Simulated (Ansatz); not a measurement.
**NiAgO2: do energies and stresses tell the same story?**

Computed with DFT PBEsol, scalar-relativistic, plane waves, PAW in Ansatz 0.2.0.

Settings: cutoff 420 eV, Γ-centred mesh 12×12×4 on the computed 8-atom cell, Gaussian smearing of 0.10 eV; collinear spin from starting moments 0.66 0.66 0 0 0 0 0 0 μB.

Relaxed cell: P6_3/mmc, a = 2.903 Å, b = 2.903 Å, c = 12.171 Å, α = 90.00°, β = 90.00°, γ = 120.00°, 8 atoms in the primitive cell. Whether it is the stable form of this composition wasn't checked.

Energies at zero smearing and pressures from the stress tensor, at volumes with shape and atoms relaxed:
```tsv
V (Å³/atom)	E − E(first) (meV/atom)	P (GPa)
9.770	0.00	27.69
10.103	-48.03	18.88
10.436	-79.32	11.57
10.769	-96.88	5.34
11.102	-102.37	0.00
11.435	-97.60	-4.55
11.768	-84.12	-8.39
12.212	-54.89	-12.60
```

**Question.** Check P = −dE/dV between neighbouring volumes, and get the bulk modulus from the pressures alone.

**Answer.** With 1 eV/Å³ = 160.2 GPa:
| middle V (Å³/atom) | −ΔE/ΔV (GPa) | mean P (GPa) |
| --- | --- | --- |
| 9.936 | 23.104 | 23.282 |
| 10.269 | 15.053 | 15.226 |
| 10.602 | 8.446 | 8.459 |
| 10.935 | 2.640 | 2.672 |
| 11.268 | -2.290 | -2.275 |
| 11.601 | -6.489 | -6.470 |
| 11.990 | -10.545 | -10.495 |

The two differ by 0.18 GPa at most. The mean of two end pressures misses the average over a step by about ΔV² P″/12, up to 0.12 GPa here; with that taken off 0.09 GPa remains. The stress is the derivative of the free energy, not of the energy at zero smearing, and with free energies 0.04 GPa remains. The largest site moment goes from 0.40 to 0.66 μB along the series, which bends P(V). Around V = 11.102 Å³/atom, the two neighbours give B = −V ΔP/ΔV = 11.102 × 9.89 / 0.666 = 164.9 GPa, against B0 = 163.0 GPa from the Birch–Murnaghan fit of the energies.

Moments started parallel, and an antiferromagnetic order may lie lower.

Only this magnetic start was tried.

Cost: 9 runs of about 32 core-minutes in all, on Arm Neoverse V1 (shared hosts).